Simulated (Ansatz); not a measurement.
## Fe: pressure against volume

Fe, P6_3/mmc, a = 2.541 Å, c = 4.384 Å. This isn't the element's structure at ambient conditions. Ansatz: r2SCAN, PAW, 500 eV, Γ-centred 18×18×10 mesh on 2 atoms, Gaussian smearing 0.10 eV; collinear spin, largest moment 2.9 μB. Shape and atoms are relaxed at each volume; pressure is positive in compression.

```tsv
V (Å³/atom)	P (GPa)
11.153	16.32
11.521	?
11.889	5.05
12.256	0.01
12.624	-4.54
12.992	-8.36
13.482	-12.94
```

Problem. Take V0 = 12.256 Å³/atom, count pressures from its P0 = 0.01 GPa, fit the third-order Birch–Murnaghan form to the other rows, and predict the missing pressure.

Solution. With the Eulerian strain f = ½[(V0/V)^(2/3) − 1] and y = (P − P0)/[3f(1 + 2f)^(5/2)], the form is the line y = B0 + 1.5 B0 (B0′ − 4) f. Rows (f, y): 0.03244, 143.2; 0.01024, 156.0; -0.00976, 163.2; -0.01907, 161.2; -0.03079, 164.3. Means f = -0.003388, y = 157.58; Σ(Δf)² = 0.002507, ΣΔfΔy = -0.8135; the slope is their ratio. y = 156.5 − 324.5 f GPa, so B0 = 156.5 GPa and B0′ = 4 + 2 × (-324.5)/(3 × 156.5) = 2.62. At V = 11.521, f = 0.02105, y = 149.67 and P = 10.49 GPa. The run gave 9.41 GPa, so the fit is 1.08 GPa too high, 3.7 % of the span of the series, against an rms of 0.17 GPa on the fitted rows. A fourth-order term fitted to the same rows gives P = 10.54 GPa at this row's volume (the line 10.49, the run 9.41), no gain.

The state reached may not be the lowest one.

Cost: 7 runs of about 30 core-minutes in all, on Intel Xeon Processor @ 2.50GHz (Skylake/Cascade Lake) (shared hosts).